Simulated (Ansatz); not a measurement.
ZnCu2SnSe4:
```
ZnCu2SnSe4
1.0
   -2.86766     2.86766     5.71047
    2.86766    -2.86766     5.71047
    2.86766     2.86766    -5.71047
Cu Zn Sn Se
2 1 1 4
Cartesian
  0.00000   0.00000   0.00000
  0.00000   2.86766   2.85523
  2.86766   0.00000   2.85523
  0.00000   0.00000   5.71047
  1.46807   1.49689   4.23980
  1.39959   1.37076  -1.47067
  1.49689  -1.46807   7.18113
  1.37076   4.33573   1.47067
```

Relaxed with HSE06.

Question: Give the Bader charges and basin volumes of the independent atoms, HSE06 in the plane-wave PAW code Ansatz.

Answer: 

```
atom  Bader charge (e)  Bader volume (Å³)
----  ----------------  -----------------
Cu1              +0.39               15.8
Cu2              +0.39               15.7
Zn3              +0.83               14.7
Sn4              +1.28               21.2
Se5              -0.72               30.1
```

Space group I-4. The HSE06 relaxation kept the symmetry of its start. The run is not spin-polarised. Scalar-relativistic: spin–orbit coupling is off unless named, which matters more the heavier the elements.

Potentials: the later of the program's two PAW sets.
